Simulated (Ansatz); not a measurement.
BaHfO3:
```
BaHfO3
1.0
    4.20656     0.00000     0.00000
    0.00000     4.20656     0.00000
    0.00000     0.00000     4.20656
Ba Hf O
1 1 3
Direct
  0.00000   0.00000   0.00000
  0.50000   0.50000   0.50000
  0.00000   0.50000   0.50000
  0.50000   0.50000   0.00000
  0.50000   0.00000   0.50000
```

Relaxed with PBE. Special points in fractions of this cell's reciprocal vectors: Γ (0.000, 0.000, 0.000); X (0.000, 0.500, 0.000); M (0.500, 0.500, 0.000); R (0.500, 0.500, 0.500).

Question: List the band energies nearest the valence-band maximum at these points for DFT-PBE in the program Ansatz with PAW potentials.

Answer: In eV from the valence-band maximum; about four levels below and three above (degenerate sets whole), none deeper than 8.9 eV; points with the same levels are listed once.

```
k                                below           above
-  -----------------------------------  --------------
Γ  -0.92 -0.92 -0.92 -0.14 -0.14 -0.14  3.62 3.62 3.62
X        -1.67 -1.67 -1.55 -0.44 -0.44  4.07 6.25 6.25
M              -0.98 -0.87 -0.87 -0.05  6.17 6.17 6.54
R     -2.45 -2.45 -2.45 0.00 0.00 0.00  6.04 6.04 6.04
```

Space group Pm-3m (cubic perovskite). The cell was relaxed with PBE under the symmetry of its start. The run is not spin-polarised. Scalar-relativistic: spin–orbit coupling is off unless named, which matters more the heavier the elements.

Potentials: the earlier of the program's two PAW sets.
